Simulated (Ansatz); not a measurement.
MgO:
```
MgO
1.0
    0.00000     2.10707     2.10707
    2.10707     0.00000     2.10707
    2.10707     2.10707     0.00000
O Mg
1 1
Direct
  0.00000   0.00000   0.00000
  0.50000   0.50000   0.50000
```

Relaxed with PBEsol. Special points in fractions of this cell's reciprocal vectors: Γ (0.000, 0.000, 0.000); X (0.500, 0.000, 0.500); U (0.625, 0.250, 0.625); K (0.375, 0.375, 0.750); L (0.500, 0.500, 0.500); W (0.500, 0.250, 0.750).

List the band energies nearest the valence-band maximum at these points for PBEsol (plane waves, PAW; program Ansatz).

In eV from the valence-band maximum; about four levels below and three above (degenerate sets whole), none deeper than 8.9 eV; … stands for higher levels left out; points with the same levels are listed once.

| k | below | above |
|---|---|---|
| Γ | 0.00 0.00 0.00 | 4.62 … |
| X | -4.11 -1.35 -1.35 | 8.95 … |
| U | -3.52 -2.74 -1.15 | 9.94 … |
| L | -4.66 -0.66 -0.66 | 7.74 … |
| W | -2.98 -2.98 -1.79 | … |

Space group Fm-3m (rock salt). The cell was relaxed with PBEsol under the symmetry of its start.

Potentials: the later of the program's two PAW sets.
